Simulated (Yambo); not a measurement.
BSE-type run in Yambo on Ba2H3I (space group P-3m1, No. 164), at zero momentum.

Quantum ESPRESSO step (PBEsol, PseudoDojo standard norm-conserving files, scalar-relativistic):
```
&CONTROL
  calculation = 'nscf'
  pseudo_dir = './pseudo'
  outdir = './out'
/
&SYSTEM
  ibrav = 0
  nat = 6
  ntyp = 3
  ecutwfc = 72.0
  ecutrho = 288.0
  occupations = 'fixed'
  force_symmorphic = .true.
  nbnd = 72
/
&ELECTRONS
  conv_thr = 6.000000000000001e-09
  diago_full_acc = .true.
  diago_thr_init = 1e-08
/
ATOMIC_SPECIES
H 1.0080 H.upf
I 126.9045 I.upf
Ba 137.3270 Ba.upf
CELL_PARAMETERS angstrom
  4.536400155000   0.000000000000   0.000000000000
 -2.268200078000   3.928637776000   0.000000000000
  0.000000000000   0.000000000000   8.119550000000
ATOMIC_POSITIONS crystal
H   0.666666667000   0.333333333000   0.356100000000
H   0.333333333000   0.666666667000   0.643900000000
H   0.000000000000   0.000000000000   0.500000000000
I   0.000000000000   0.000000000000   0.000000000000
Ba   0.666666667000   0.333333333000   0.684720000000
Ba   0.333333333000   0.666666667000   0.315280000000
K_POINTS automatic
6 6 4 0 0 0
```

Yambo input:
```
rim_cut
optics
bse
bss
dipoles
em1s
RandQpts= 1000000
RandGvec= 1 Ry
FFTGvecs= 40 Ry
Chimod= "HARTREE"
BSKmod= "SEX"
BSEmod= "resonant"
BSSmod= "hs"
BSENGexx= 15 Ry
BSENGBlk= 3 Ry
% KfnQP_E
 1.518 | 1.0 | 1.0 |
%
% BSEQptR
 1 | 1 |
%
% BSEBands
 10 | 31 |
%
% BEnRange
 0.0 | 10.1 | eV
%
% BDmRange
 0.15 | 0.15 | eV
%
BEnSteps= 202
% BLongDir
 1.0 | 0.0 | 0.0 |
%
BSHayTrs= -0.02
BSSNEig= 24
WRbsWF
% BndsRnXs
 1 | 67 |
%
NGsBlkXs= 3 Ry
% LongDrXs
 1.0 | 1.0 | 1.0 |
%
```

From the report:

The dimension is k points × valence × conduction bands = 144 × 6 × 16 = 13824.
```
   [SLEPC] Approach                          : Krylov-Schur
   [SLEPC] Number of requested eigenvalues   :  24
   [SLEPC] Number of eigenvalues        [NEV]:  24
    [K] Dimension                                    :  13824
    [K] Bands                                        :  10  31
    [K] Exchange res                                 : yes
    [K] Correlation res                              : yes
    [K] W interaction is bare                        : no
    [K] RL vectors exchange                          :   943
    [K] RL vectors correlation                       :   99
    [W] Matrix size                                  :   99
    [W] Bands                                        :    1   67
    [W] Coulomb Cutoff                               : none
    [W] Hxc Kernel                                   : HARTREE
```

Spin-orbit coupling is not included.

Geometry of the Materials Project entry, not relaxed at this level.

The structure is a Materials Project entry; no match was found in the copy of COD used, and its stability was not checked.
